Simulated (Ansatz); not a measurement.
The relaxed structure here is a generated cell of Ni: the first start was made by placing the elements on the sites of a structure type, and the end was not matched to a known phase here, so it may be hypothetical. Known forms of Ni include space group No. 225.

A relaxed cell of Ni (Pm-3m (No. 221)), relaxed on a k-mesh at least as fine as the one used below. Level of theory: r2SCAN (plane waves to 500 eV, PAW, scalar-relativistic; Ansatz, a first-principles code). Γ-centred k-mesh 7×14×14 on the run's cell (coarser than for final values), Fermi–Dirac smearing 0.05 eV.

```yaml
crystal:
  lattice:
    - [4.61013, 0.00000, 0.00000]
    - [0.00000, 2.30507, 0.00000]
    - [0.00000, 0.00000, 2.30507]
  atoms:
    - { symbol: Ni, position: [0.00000, 0.00000, 0.00000] }
    - { symbol: Ni, position: [0.50000, 0.00000, 0.00000] }
```
Spin-polarised start, with parallel moments on Ni.

The atoms are displaced by (Å):

| atom | ux | uy | uz |
|---|---|---|---|
| Ni1 | -0.014 | -0.001 | -0.109 |
| Ni2 | -0.043 | -0.100 | -0.074 |

**Question.** What forces (eV/Å) and pressure result?

**Answer.** 
```
atom     Fx     Fy     Fz
----  -----  -----  -----
Ni1   -0.18   0.15  -0.05
Ni2    0.18  -0.15   0.05
```

Pressure +0.1 GPa.

The undisplaced cell is probably no minimum: from this displacement the run went on to Fm-3m (No. 225), 0.79 eV/atom below it.

Spin state reached: ferromagnetic (net 0.84 μB/atom), from parallel starting moments; other spin orders were not run from this start. r2SCAN tends to overstate moments in metals.
